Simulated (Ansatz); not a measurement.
Sb:
```xyz
1
Lattice="3.0608 0.0000 0.0000 0.0000 3.0608 0.0000 0.0000 0.0000 3.0608" Properties=species:S:1:pos:R:3 pbc="T T T"
Sb     0.0000     0.0000     0.0000
```

This is the PBEsol-relaxed structure.

Q: All from PBEsol in the plane-wave PAW code Ansatz, unless another level is named. Predict the electronic character.

A: metallic (no gap).

Q: What about the density of states at the Fermi level?

A: 0.49 states/eV per atom (mean over ±0.08 eV).

Q: And the gap with spin–orbit coupling?

A: none (metallic).

Space group Pm-3m (simple cubic). The first step of the workflow began from a Materials Project structure, measured or hypothetical; the Crystallography Open Database files this formula in space group No. 221, but the cells were not matched. It is not the phase usual at ambient conditions (space group No. 166). Symmetry was held in the PBEsol relaxation; its stability against distortions is not shown here. Spin–orbit coupling is left out wherever it is not named.

Potentials: the earlier of the program's two PAW sets.
